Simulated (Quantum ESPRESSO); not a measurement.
# TaHfNbO6F2: convergence and cost over cutoff and k mesh

A calculation, not a measurement. The program is pw.x of Quantum ESPRESSO 7.5 (plane-wave density functional theory). The cell is made up: 11 atoms on a fluorite lattice with one site empty, with randomly drawn elements, strain and displacements, not relaxed. PseudoDojo standard norm-conserving files (v0.5 for PBE, v0.4.1 for LDA and PBEsol) set the functional; there is no spin polarisation, spin-orbit coupling or dispersion term, and the masses in the input are unused placeholders.

The hafnium pseudopotential is less sure than the others, with forces about 3 percent (worst 6) and pressure in oxides about 1.5 GPa (worst 2.7) from a second method in checks, which no rerun with the same files tests.

Input of the run in row 4:

```
&control calculation='scf', pseudo_dir='./dojo.nc.sr.pbe.v0_5.standard.upf', outdir='./o', disk_io='medium', tprnfor=.true., tstress=.true. /
&system ibrav=0, nat=11, ntyp=5, nbnd=50, ecutwfc=84.00895049, nosym=.true., tot_charge=0,
 occupations='smearing', smearing='fd', degauss=0.0018374661
/
&electrons conv_thr=7.350e-09, electron_maxstep=60, /
ATOMIC_SPECIES
F 1.0 F.upf
Hf 1.0 Hf.upf
Nb 1.0 Nb.upf
O 1.0 O.upf
Ta 1.0 Ta.upf
CELL_PARAMETERS angstrom
5.0456 0.0 0.0
0.0 5.0456 0.0
0.0 0.0 5.0456
ATOMIC_POSITIONS angstrom
Ta -0.0582 2.5718 2.579
Hf 2.6035 0.0531 2.4187
Nb 2.4382 2.5218 -0.0234
O 1.2875 1.19 1.3364
F 1.2641 1.0704 3.744
O 1.3054 3.78 1.2097
F 1.2682 3.7376 3.8128
O 3.749 1.1632 1.1837
O 3.783 1.3097 3.8316
O 3.8754 3.6592 1.2553
O 3.8452 3.7836 3.8013
K_POINTS automatic
4 4 4 1 1 1
```

The same cell was run at these settings. Meshes are shifted by half a step, and differences are from the last row, which is itself not exact.

```
cutoff (eV)     k mesh  k points solved  threshold (eV)  free energy less the last row's (eV)  pressure (GPa)  largest stress difference (GPa)  largest force difference (eV/Å)  iterations  wall time (s)  k-point pools                  processor
        800  2 x 2 x 2                4           1e-04                                 1.249          -25.87                            14.04                            0.131          14             46              1      AMD EPYC, Zen 5 class
       1143  2 x 2 x 2                4           1e-07                                -0.255          -12.45                             0.64                            0.136          17            123              1      AMD EPYC, Zen 5 class
        793  4 x 4 x 4               32           1e-07                                 1.637          -26.25                            14.36                            0.009          17            433              1      AMD EPYC, Zen 5 class
       1143  4 x 4 x 4               32           1e-07                                 0.000          -11.95                             0.04                            0.006          17            646              1      AMD EPYC, Zen 5 class
       1467  6 x 6 x 6              108           1e-07                                 0.000          -11.91                             0.00                            0.000          17            519              4  Intel Xeon, 2023 or later
```

Each pool is one process. Wall times include start-up and a band step at six k points, which weighs most on the coarsest meshes. The runs were on shared virtual cores whose load varied, so times are rough.